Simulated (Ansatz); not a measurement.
**Ansatz 0.2.0, relaxation: SrVO3**

The input file (Ansatz 0.2.0, plane waves):

```yaml
crystal:
  lattice:
    - [3.837834, 0.0, 0.0]
    - [0.0, 3.837834, 0.0]
    - [0.0, 0.0, 3.837834]
  atoms:
    - { symbol: Sr, position: [0.5, 0.5, 0.5] }
    - { symbol: V, position: [0.0, 0.0, 0.0] }
    - { symbol: O, position: [0.5, 0.0, 0.0] }
    - { symbol: O, position: [0.0, 0.5, 0.0] }
    - { symbol: O, position: [0.0, 0.0, 0.5] }
  symmetry: { tolerance: 0.0003 }
kpoints:
  mp_grid: { grid: [9, 9, 9], shift: [0, 0, 0] }
magnetization:
  spin_polarized: false
scf:
  occupations: { method: fermi_dirac }
  lower_state_search: "off"
hamiltonian:
  pseudopotentials: { kind: paw }
  xc: pbe
basis:
  ecutwfc: 420
  fft_grid_basis: typed
relax:
  max_steps: 60
  cell: { p_target: 20.0 }
output:
  forces: true
  stress: true
  eigenvalues: true
  bader: true
  populations: true
  elf: true
  write_potential: true
  volumetric_format: npy
  dos:
    e_range: [-12, 8]
    de: 0.05
    projected: { site_lists: { O: [O], Sr: [Sr], V: [V] } }
  write_density: true
checkpoint:
  read: saved_state
```

Run with:

```bash
ansatz run input.yaml --threads 2 --pin off --max-ram 3584MiB --backend cpu --events-out ev --progress --plain --runs-dir out
```

Origin of the cell: a database entry, scaled a little.

The smearing width isn't typed, so it takes its default of 0.1 eV.

The saved state is a converged single point of the same cell.

Output (shortened):

```
Pseudopotentials: kind: paw
Pseudopotential: Sr, paw, valence charge 10, recommended cutoff 420 eV (normal), Sr.paw.azcp
Pseudopotential: V, paw, valence charge 13, recommended cutoff 420 eV (normal), V.paw.azcp
Pseudopotential: O, paw, valence charge 6, recommended cutoff 420 eV (normal), O.paw.azcp
Functional definition: PBE
  exchange = pbe_x(kappa = kappa, mu = beta*pi^2/3)
  correlation = pbe_c(beta = beta)
Crystal: 5 atoms, lattice volume = 56.527 Å³
Basis set: ecut = 420 eV, 1141 PW (Γ), exchange–correlation on 54×54×54 points (8 copies of the dense FFT grid, shifted against one another)
Bands: 26, of which v1, the nominal top of the filled ones, is band 21 counted from 1 (20 counted from 0)
Symmetry: 48 space group operations
[… 9 lines left out …]
Initial density: read from a saved state, or passed on in memory by an earlier SCF of this step, an earlier step, the calling program or the single point that the run made first
Functional: x = pbe(κ = 0.804, μ = 0.219515), c = pbe(β = 0.066725)
SCF iter   1: F=—  HF=-8165.267393 eV  Δρ=1.43e-3  dr2=9.58e-4
SCF iter   2: F=—  HF=-8165.267657 eV  Δρ=6.80e-4  dr2=2.55e-4
SCF iter   3: F=—  HF=-8165.267754 eV  Δρ=1.73e-4  dr2=2.16e-5
SCF iter   4: F=—  HF=-8165.268677 eV  Δρ=5.60e-5  dr2=1.36e-6
SCF iter   5: F=—  HF=-8165.268678 eV  Δρ=1.30e-5  dr2=1.73e-7
SCF iter   6: F=-8165.268678 eV  HF=-8165.268678 eV  Δρ=6.44e-6  dr2=2.80e-8
relax step   1: F+E_penalty+E_count = -8165.268678 eV  Δ(F+E_penalty+E_count) = +0.000e0 eV  max|allowed force component| = 0.0 eV/Å  Δτ_max = 0.0000 Å  P = +3.078 GPa  Ω = 56.527 Å³  (6 SCF […]
relax step   2: F+E_penalty+E_count = -8165.013710 eV  Δ(F+E_penalty+E_count) = +2.550e-1 eV  max|allowed force component| = 0.0 eV/Å  Δτ_max = 0.0000 Å  P = +19.958 GPa  Ω = 52.578 Å³  energ […]
relax step   3: F+E_penalty+E_count = -8165.002384 eV  Δ(F+E_penalty+E_count) = +1.133e-2 eV  max|allowed force component| = 0.0 eV/Å  Δτ_max = 0.0000 Å  P = +19.551 GPa  Ω = 52.578 Å³  stress off target by 4.49e-1 GPa […]
relax step   4: F+E_penalty+E_count = -8164.990749 eV  Δ(F+E_penalty+E_count) = +1.163e-2 eV  max|allowed force component| = 0.0 eV/Å  Δτ_max = 0.0000 Å  P = +20.051 GPa  Ω = 52.480 Å³  energ […]
relax step   5: F+E_penalty+E_count = -8164.991947 eV  Δ(F+E_penalty+E_count) = -1.198e-3 eV  max|allowed force component| = 0.0 eV/Å  Δτ_max = 0.0000 Å  P = +20.000 GPa  Ω = 52.490 Å³  energ […]
relax step   6: F+E_penalty+E_count = -8164.991460 eV  Δ(F+E_penalty+E_count) = +4.874e-4 eV  max|allowed force component| = 0.0 eV/Å  Δτ_max = 0.0000 Å  P = +19.991 GPa  Ω = 52.490 Å³  stress off target by 8.69e-3 GPa […]
SCF 6 converged in 6 iterations: F = -8164.991460 eV  dr2 = 2.44e-12
basis re-selected at this cell: Δ(F+E_penalty+E_count) = +4.874e-4 eV, ΔP = -0.009 GPa vs the last step (what re-selecting the basis moved, of the pressure what is left beyond the Pulay corre […]
SCF converged after 6 iterations
Free energy (F): -8164.991460 eV
Harris-Foulkes:  -8164.991460 eV  (|F-HF|=1.82e-12)
Internal energy: -8164.930970 eV  (E = F + TS)
E sigma→0 (E₀):  -8164.961215 eV
Entropy (-TS):   -0.060490 eV (-12.098 meV/atom)
Fermi energy:    13.944317 eV
--- Per-component energies (eV) ---
  E_band       = -173.187628
  E_kinetic    = 1120.589613
  E_local      = -2533.429472  (includes V_loc(G=0)·N_el)
  E_nonlocal   = 296.274855
  E_hartree    = 951.335661
  E_xc         = -530.838559
  E_vxc        = -617.713998  (∫ρ·V_xc dr)
  E_paw        = -4279.516952  (= ΣΔE_a)
  E_vpaw       = -341.587532  (= ΣTr[D̂ρ^β])
  E_aug_tail   = 0.007596  (compensation charges beyond the density's cutoff)
  E_ewald      = -3189.353712
  E_smearing   = -0.060490  (= −TS)
  Σ components = -8164.991460   (vs F -8164.991460, Δ=0.00e0)
--- Forces (eV/Å), atoms counted from 1 ---
  atom   1  Sr    -0.000000    -0.000000    -0.000000
  atom   2  V     -0.000000     0.000000     0.000000
  atom   3  O      0.000000     0.000000     0.000000
  atom   4  O     -0.000000     0.000000     0.000000
  atom   5  O     -0.000000    -0.000000     0.000000
  max |Σ_I F_I| component: 0.0 eV/Å
--- Stress (GPa, compression-positive) ---
       19.991311       0.000000       0.000000
        0.000000      19.991311      -0.000000
        0.000000      -0.000000      19.991311
  P = ⅓ Tr σ = 19.9913 GPa (199.913 kbar)
--- Relaxed structure (4 steps of the walk, 4 accepted, 2 SCFs on fresh bases) ---
  F+E_penalty+E_count = -8164.991460 eV   max|allowed force component| = 0.0 eV/Å   (the final SCF, on the basis selected at the relaxed cell)
  cell:  # Å, volume = 52.4901 Å³
    - [3.744200, 0.0, 0.0]
    - [0.0, 3.744200, 0.0]
    - [0.0, 0.0, 3.744200]
  atoms:
    - { symbol: Sr, position: [0.5, 0.5, 0.5] }
    - { symbol: V, position: [0.0, 0.0, 0.0] }
    - { symbol: O, position: [0.5, 0.0, 0.0] }
    - { symbol: O, position: [0.0, 0.5, 0.0] }
    - { symbol: O, position: [0.0, 0.0, 0.5] }
--- Löwdin populations: 5 sites ---
  site symbol       q [e]
     0     Sr      8.2405
     1      V     11.8742
     2      O      6.8531
     3      O      6.8531
     4      O      6.8531
  spilling = 0.007952 (of n_electrons = 41.000000)
--- Bader charges: 5 sites ---
  site symbol  charge [e]  shift [e]
     0     Sr      1.5716     0.0000
     1      V      2.0735     0.0049
     2      O     -1.2150     0.0016
     3      O     -1.2150     0.0016
     4      O     -1.2150     0.0016
  estimated error of the sums over rays = 5.6e-4 e
```

Before:

Space group Pm-3m (No. 221); the run's cell has a = 3.838 Å, b = 3.838 Å, c = 3.838 Å, α = 90.00°, β = 90.00°, γ = 90.00°. Shortest distances: O–V 1.92 Å, O–Sr 2.71 Å, O–O 2.71 Å, Sr–V 3.32 Å.

The relaxed structure.

Space group Pm-3m (No. 221); the run's cell has a = 3.744 Å, b = 3.744 Å, c = 3.744 Å, α = 90.00°, β = 90.00°, γ = 90.00°. Shortest distances: O–V 1.87 Å, O–Sr 2.65 Å, O–O 2.65 Å, Sr–V 3.24 Å.

* Enthalpy lowered by: 45.4 meV/atom
* Volume change: -7.14 %
* Final pressure: 19.99 GPa
* Relaxation steps listed: 6

Caveats: no spin polarisation, so a magnetic state may lie lower; the relaxation held the start's symmetry, so the end may be a saddle point.

It ran for 15 s on 2 threads of AMD EPYC 9R45 96-Core Processor (Zen 5), on a shared host, peak memory 0.46 GiB, from a saved density.
